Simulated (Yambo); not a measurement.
Yambo run on Sr2MgH6 (space group P-3m1, No. 164). The wavefunctions are norm-conserving LDA (Quantum ESPRESSO, 84 Ry, scalar-relativistic) ones on a 3×3×4 mesh (18 occupied bands); a = 5.475 Å, b = 5.475 Å, c = 4.188 Å, α = 90.00°, β = 90.00°, γ = 120.00°.

Yambo input:

```
rim_cut
gw0
dyson
el_el_corr
HF_and_locXC
cohsex
em1s
RandQpts= 1000000
RandGvec= 1 Ry
EXXRLvcs= 84 Ry
VXCRLvcs= 336 Ry
Chimod= "HARTREE"
% BndsRnXs
 5 | 155 |
%
NGsBlkXs= 7 Ry
% LongDrXs
 1.0 | 1.0 | 1.0 |
%
ExtendOut
% QPkrange
 1 | 1 | 18 | 19 |
 7 | 7 | 18 | 18 |
%
```

k points by index: 1 = Γ, 7 = K.

Resulting energies as the program prints them:

```
#    K-point    Band    Eo [eV]    E [eV]    E-Eo [eV]    Vxc [eV]    Vnlxc [eV]    Sc|Eo [eV]    Re(Z)    Im(Z)
#
    1    18    -0.418577    -3.386198    -2.967621    -11.07956    -13.95803    -0.089152    1.000000    0.000000
    1    19    2.414880    2.009636    -0.405244    -9.430290    -4.886601    -4.948933    1.000000    0.000000
    7    18    0.000000    -2.981652    -2.981652    -11.26281    -14.08784    -0.156628    1.000000    0.000000
```
(The two width columns are left out.) Convergence of these settings isn't established.

Geometry of the Materials Project entry, not relaxed at this level.

The structure is a Materials Project entry; no match was found in the copy of COD used, and its stability was not checked.
